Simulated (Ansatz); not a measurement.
SiC:
```
CELL_PARAMETERS angstrom
      5.81410     0.00000     0.00000
      0.00000     3.12515     0.00000
      0.00000     0.00000     5.18905
ATOMIC_POSITIONS crystal
  Si 0.15937 0.25000 0.40411
  Si 0.34063 0.75000 0.90411
  Si 0.84063 0.75000 0.59589
  Si 0.65937 0.25000 0.09589
  C  0.82462 0.25000 0.39609
  C  0.67538 0.75000 0.89609
  C  0.17538 0.75000 0.60391
  C  0.32462 0.25000 0.10391
```

Relaxed with PBEsol. Independent-particle spectrum: no excitons, no local fields, no scissors shift; 0.1 eV broadening; ε₁ of the summed bands alone.

**Question.** Tabulate the dielectric function from plane-wave PAW PBEsol (Ansatz code).

**Answer.** 

| E (eV) | ε₁ xx | ε₂ xx | ε₁ yy | ε₂ yy | ε₁ zz | ε₂ zz |
|---|---|---|---|---|---|---|
| 0.0 | 6.78 | 0.00 | 6.85 | 0.00 | 6.65 | 0.00 |
| 0.3 | 6.79 | 0.00 | 6.86 | 0.00 | 6.66 | 0.00 |
| 0.6 | 6.83 | 0.00 | 6.90 | 0.00 | 6.70 | 0.00 |
| 0.9 | 6.89 | 0.00 | 6.96 | 0.00 | 6.76 | 0.00 |
| 1.2 | 6.99 | 0.00 | 7.05 | 0.00 | 6.84 | 0.00 |
| 1.5 | 7.11 | 0.00 | 7.17 | 0.00 | 6.96 | 0.00 |
| 1.8 | 7.28 | 0.00 | 7.32 | 0.00 | 7.12 | 0.00 |
| 2.1 | 7.49 | 0.00 | 7.52 | 0.00 | 7.32 | 0.00 |
| 2.4 | 7.77 | 0.00 | 7.78 | 0.00 | 7.58 | 0.00 |
| 2.7 | 8.14 | 0.00 | 8.11 | 0.00 | 7.92 | 0.00 |
| 3.0 | 8.73 | 0.02 | 8.57 | 0.01 | 8.39 | 0.00 |
| 3.3 | 9.49 | 0.62 | 9.27 | 0.11 | 9.23 | 0.09 |
| 3.6 | 9.72 | 0.89 | 9.95 | 0.61 | 9.91 | 0.91 |
| 3.9 | 10.52 | 1.24 | 10.62 | 0.88 | 10.42 | 1.29 |
| 4.2 | 11.86 | 1.69 | 12.47 | 2.22 | 12.11 | 2.20 |
| 4.5 | 13.44 | 4.54 | 11.48 | 3.84 | 11.91 | 6.22 |
| 4.8 | 11.89 | 6.75 | 11.65 | 4.02 | 9.06 | 5.59 |
| 5.1 | 10.15 | 8.20 | 12.20 | 5.18 | 9.03 | 5.12 |
| 5.4 | 9.62 | 8.58 | 13.89 | 6.17 | 10.40 | 5.13 |
| 5.7 | 9.12 | 7.42 | 13.12 | 10.47 | 10.89 | 6.90 |
| 6.0 | 9.33 | 9.22 | 11.19 | 12.13 | 10.58 | 9.61 |
| 6.3 | 8.00 | 10.31 | 10.30 | 14.47 | 8.96 | 10.02 |
| 6.6 | 7.51 | 12.60 | 6.06 | 16.54 | 9.48 | 11.61 |
| 6.9 | 5.08 | 11.57 | 3.68 | 17.30 | 7.33 | 14.27 |
| 7.2 | 5.27 | 13.77 | -2.42 | 13.23 | 4.33 | 14.61 |
| 7.5 | 2.30 | 14.53 | -0.26 | 9.93 | 1.96 | 14.61 |
| 7.8 | -1.10 | 13.42 | -0.19 | 10.34 | -0.46 | 14.65 |
| 8.1 | -2.19 | 11.10 | 0.04 | 10.49 | -2.91 | 12.04 |
| 8.4 | -2.95 | 10.48 | -1.36 | 10.34 | -4.00 | 10.39 |
| 8.7 | -3.41 | 9.17 | -3.71 | 10.58 | -3.91 | 8.32 |
| 9.0 | -4.52 | 8.15 | -4.48 | 7.97 | -3.65 | 7.35 |
| 9.3 | -4.30 | 6.54 | -4.10 | 6.66 | -3.85 | 7.03 |
| 9.6 | -4.28 | 5.61 | -3.79 | 5.86 | -4.19 | 6.05 |
| 9.9 | -4.02 | 4.50 | -3.62 | 5.28 | -4.30 | 4.90 |
| 10.2 | -3.44 | 3.88 | -3.56 | 4.82 | -3.80 | 3.87 |
| 10.5 | -3.02 | 3.65 | -3.71 | 4.36 | -3.20 | 3.47 |
| 10.8 | -2.94 | 3.45 | -3.60 | 3.74 | -2.91 | 3.21 |
| 11.1 | -2.84 | 3.19 | -3.36 | 3.07 | -2.78 | 3.10 |
| 11.4 | -2.75 | 2.84 | -2.97 | 2.74 | -2.52 | 2.73 |
| 11.7 | -2.60 | 2.54 | -2.73 | 2.56 | -2.49 | 2.68 |
| 12.0 | -2.52 | 2.28 | -2.66 | 2.36 | -2.49 | 2.47 |

**Question.** From ε at 3.3 eV (xx: 9.49 + 0.62i), find n, k, the normal reflectivity and the absorption coefficient.

**Answer.** n = 3.08, k = 0.101, R = 26 %, α = 2kE/ħc = 34000 cm⁻¹.

With all bands, ε∞ without local fields is 6.85 (xx), 6.91 (yy), 6.72 (zz). DFPT, with local fields, gives 6.34 (xx), 6.62 (yy), 6.33 (zz).

Space group Pnma. The start of the workflow was typed in or built on a structure type; neither database checked (COD, Materials Project) lists it. It is not the phase usual at ambient conditions (space group No. 186, 216). The PBEsol relaxation kept the symmetry of its start; phonons on a q-mesh show no instability.

Potentials: the later of the program's two PAW sets.
